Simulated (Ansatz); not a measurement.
Given:

NaCl:
Space group Pm-3m (No. 221); a = b = c = 3.3689 Å, α = β = γ = 90.00°

```csv
atom,site,symmetry,x,y,z
Na,1a,m-3m,0.0000,0.0000,0.0000
Cl,1b,m-3m,0.5000,0.5000,0.5000
```

This is the LDA-relaxed structure.

All from LDA (plane waves, PAW; program Ansatz), unless another level is named. Give the electronic dielectric constant ε∞ (DFPT).

2.89.

Next, the Born charges (a third of the trace)?

Na +1.17, Cl -1.17 e.

Next, the static dielectric constant ε0 (ions relaxed, cell fixed)?

12.7.

This is a known high-pressure phase of the composition, computed here at zero pressure and temperature. The cell was relaxed with LDA under the symmetry of its start. At this level the phase is dynamically unstable (imaginary phonons).

Potentials: the earlier of the program's two PAW sets. The files were generated under PBE; for other functionals the program regenerates the frozen cores, and for LDA and PBEsol the local potential too.
